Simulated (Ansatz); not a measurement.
Bi4Se3 in space group R-3m (No. 166; Bi on 6c, Bi on 6c, Se on 6c, Se on 3a) under volume change, plane-wave PAW r²SCAN+D4 (Ansatz code), shape and atoms relaxed at each volume.

```tsv
V (Å³/atom)	E − E(relaxed) (meV/atom)	P (GPa)
28.158	33.4	4.42
29.086	13.5	2.56
30.014	3.0	1.10
30.943	0.0	0.02
31.871	2.3	-0.76
32.799	8.1	-1.19
33.727	15.5	-1.35
```

**Question.** What does a third-order Birch–Murnaghan fit give for V₀, B₀ and B′?

**Answer.** V₀ = 30.97 Å³/atom, B₀ = 28.4 GPa, B′ = 11.4.

The workflow started from an entry of the Crystallography Open Database (COD). Its standing as an ambient phase is unchecked. The cell was relaxed with r²SCAN+D4 under the symmetry of its start; its stability against distortions is not shown here. Spin–orbit coupling is left out wherever it is not named.

Potentials: the later of the program's two PAW sets.
